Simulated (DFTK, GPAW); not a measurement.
This is a calculation of HPbNO4 for DFTK 0.8.2. Atoms were shifted at random by some hundredths of an Å from the given cell, which wasn't relaxed again for these runs. The cell comes from a database or a generator and needn't be the stable form of this composition.

The input run.jl:

```julia
using DFTK
using PseudoPotentialData
using Unitful, UnitfulAtomic
using LinearAlgebra, Printf
include("save.jl")
setup_threading()

# lattice vectors are the columns
lattice = austrip(1u"Å") * [       3.85404        -0.2532       -0.48197;
                  0.14384        5.52698        -1.9272;
                  0.09012        0.16471        5.72025]
symbols   = [:H, :Pb, :N, :O, :O, :O, :O]
positions = [[0.094166, 0.652494, 0.550054],
             [0.605285, 0.515642, 0.155095],
             [0.92822, 0.966293, 0.95871],
             [0.016478, 0.129581, 0.877625],
             [0.709778, 0.001138, 0.128668],
             [0.007816, 0.744539, 0.869683],
             [0.104785, 0.589885, 0.374456]]
pseudopotentials = PseudoFamily("dojo.nc.sr.pbe.v0_4_1.standard.upf")
elements = Dict(s => ElementPsp(s, pseudopotentials) for s in unique(symbols))
atoms    = [elements[s] for s in symbols]

build_model(lattice, positions; symmetries=true) =
    model_DFT(lattice, atoms, positions;
              functionals=PBE(),
              temperature=austrip(0.05u"eV"),
              smearing=Smearing.FermiDirac(),
              symmetries)
Ecut  = 42.0  # hartree
kgrid = [7, 5, 5]
tol   = 1e-6
to_GPa = ustrip(uconvert(u"GPa", 1u"hartree/bohr^3"))

model = build_model(lattice, positions)
basis = PlaneWaveBasis(model; Ecut, kgrid)
display(basis)
scfres = self_consistent_field(basis;
                               tol,
                               nbandsalg=AdaptiveBands(model; n_bands_converge=28))
display(scfres.energies)
@printf "Fermi level: %.6f eV\n" ustrip(auconvert(u"eV", something(scfres.εF, NaN)))
forces = compute_forces_cart(scfres)
println("Forces (eV/Å)")
for (s, f) in zip(symbols, forces)
    @printf "%-3s %12.6f %12.6f %12.6f\n" s ustrip.(auconvert.(u"eV/Å", f))...
end
stress = compute_stresses_cart(scfres)
println("Stress (GPa)")
display(round.(stress * to_GPa; digits=4))
println("Levels at the first k-point (eV): ", round.(ustrip.(auconvert.(u"eV", scfres.eigenvalues[1][1:scfres.n_bands_converge])); digits=4))
save_scf!(scfres; forces, stress)
```

Potentials or basis: dojo.nc.sr.pbe.v0_4_1.standard.upf (PBE).

Command:

```sh
$ julia --threads=4 run.jl  # save.jl only writes the numbers to a file and isn't shown; printed stress counts tension as positive; times include loading and compiling
```

Problem. What does the same run look like in GPAW 26.7.0 (ASE script)? Potentials or basis there: GPAW PAW data sets (gpaw-data 1.2.1), cutoff 800 eV.

Solution. As run (cutoffs and basis follow the program's own potentials, and thresholds, step limits or extra output files can differ):

Contents of run.py:

```python
from ase import Atoms
from ase.dft.bandgap import bandgap
from ase.io import write
from ase.units import GPa
from ase.parallel import parprint
from gpaw import GPAW, PW

atoms = Atoms(['H', 'Pb', 'N', 'O', 'O', 'O', 'O'],
              cell=[[3.85404, 0.14384, 0.09012],
                    [-0.2532, 5.52698, 0.16471],
                    [-0.48197, -1.9272, 5.72025]],
              scaled_positions=[[0.094166, 0.652494, 0.550054],
                                [0.605285, 0.515642, 0.155095],
                                [0.92822, 0.966293, 0.95871],
                                [0.016478, 0.129581, 0.877625],
                                [0.709778, 0.001138, 0.128668],
                                [0.007816, 0.744539, 0.869683],
                                [0.104785, 0.589885, 0.374456]],
              pbc=True)

calc = GPAW(mode=PW(800),
            xc='PBE',
            kpts={'size': (7, 5, 5), 'gamma': True},
            occupations={'name': 'fermi-dirac', 'width': 0.05},
            nbands=39,
            convergence={'density': 1e-05, 'energy': 1e-05},
            maxiter=150,
            txt='gpaw.txt')
atoms.calc = calc
energy = atoms.get_potential_energy()
forces = atoms.get_forces()
stress = atoms.get_stress()
calc.write('gs.gpw')
write('result.traj', atoms)
parprint(f'Energy: {energy:.6f} eV')
parprint('Forces (eV/A):')
parprint(forces.round(4))
parprint('Stress (GPa):', (stress / GPa).round(3))
parprint('Fermi level:', round(calc.get_fermi_level(), 4), 'eV')
parprint(f'Gap: {bandgap(calc)[0]:.4f} eV, direct: {bandgap(calc, direct=True)[0]:.4f} eV')
```

Potentials or basis: GPAW PAW data sets (gpaw-data 1.2.1), pw.

The run is started by

```sh
$ OMP_NUM_THREADS=1 mpirun -n 8 gpaw python run.py
```

Both were run:

|  | DFTK | GPAW |
| --- | --- | --- |
| Pressure | 0.6 GPa | 0.3 GPa |
| Largest force | 3.580 eV/Å | 3.668 eV/Å |

Pressure is positive in compression.
